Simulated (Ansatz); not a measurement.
Computed with Ansatz (plane waves, PAW, 500 eV cutoff): r²SCAN, scalar-relativistic, no spin polarisation, 10×10×10 k-mesh, Gaussian smearing of 0.05 eV; PAW files: Ansatz's generated set soft_2.

A crystal of composition XSb, relaxed at this level of theory, gives this pattern between 10° and 80°.

Cu Kα1 powder pattern (kinematic, no thermal factors).
```csv
2θ (°),relative intensity
24.66,100
28.55,4
40.82,78
48.27,51
50.56,1
59.10,13
65.01,21
66.92,2
74.31,27
79.68,16
```

Problem. Which lattice and cell does the pattern come from?

Solution. Cubic, space group F-43m (No. 216), a = 6.248 Å, b = 6.248 Å, c = 6.248 Å, α = 90.00°, β = 90.00°, γ = 90.00°. The line positions fix the lattice at most, not the space group, and lines under 1 % of the strongest aren't listed; this is the group of the computed cell.

A compound XSb has these computed properties.

- Band gap: zero (metallic)
- Density of states at the Fermi level: about 2 states/(eV·atom)
- Bader charges: X 1.02; Sb -1.02 e
- Formation energy from the elements (0 K, uncorrected): 1.15 eV/atom (unstable against the elements)
- Bulk modulus (Birch–Murnaghan): 81 GPa
- Pressure derivative B0′: 4.2

Sites: X on 4a, Sb on 4d.

Problem. Which element is X?
A. Lu
B. Hf
C. Ta
D. Re

Solution. C. X is Ta, so the compound is TaSb.

The structure was built from a prototype; whether the compound forms in it isn't claimed.

Spin–orbit coupling, which matters for such heavy elements, is left out.
